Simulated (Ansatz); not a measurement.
Space group Cmcm (No. 63). a = 2.881 Å, b = 9.326 Å, c = 7.272 Å, α = 90.00°, β = 90.00°, γ = 90.00°
```csv
atom,site,symmetry,x,y,z
Re,4c,m2m,0.0000,0.4245,0.7500
Re,8f,m..,0.0000,0.1331,0.5650
B,4c,m2m,0.5000,0.2455,0.7500
```

Equation of state of this Re₃B structure (not necessarily the ground state), with shape and atoms relaxed at each volume where symmetry leaves them free. It has no gap at any of these volumes. Level of theory: Ansatz 0.2.0, DFT PBEsol, scalar-relativistic, plane waves, PAW.

Settings: cutoff 420 eV, Γ-centred mesh 12×12×6 on the computed 8-atom cell, Gaussian smearing of 0.10 eV; no spin polarisation.

| V (Å³/atom) | E − E(largest V) (meV/atom) | P (GPa) |
| --- | --- | --- |
| 10.747 | 145.93 | 66.47 |
| 11.113 | 18.49 | 45.57 |
| 11.479 | -64.89 | 27.84 |
| 11.846 | -110.85 | 12.78 |
| 12.212 | -125.07 | 0.00 |
| 12.579 | -112.34 | -10.83 |
| 12.945 | -76.80 | -19.99 |
| 13.433 | 0.00 | -29.99 |

Fit a third-order Birch–Murnaghan equation to E(V).

V0 = 12.21 Å³/atom, B0 = 391 GPa, B0' = 4.5.

Spin-orbit coupling is left out, which matters for the bands of heavy elements.

Cost: 8 runs of about 32 core-minutes in all, on Arm Neoverse V2 (shared hosts).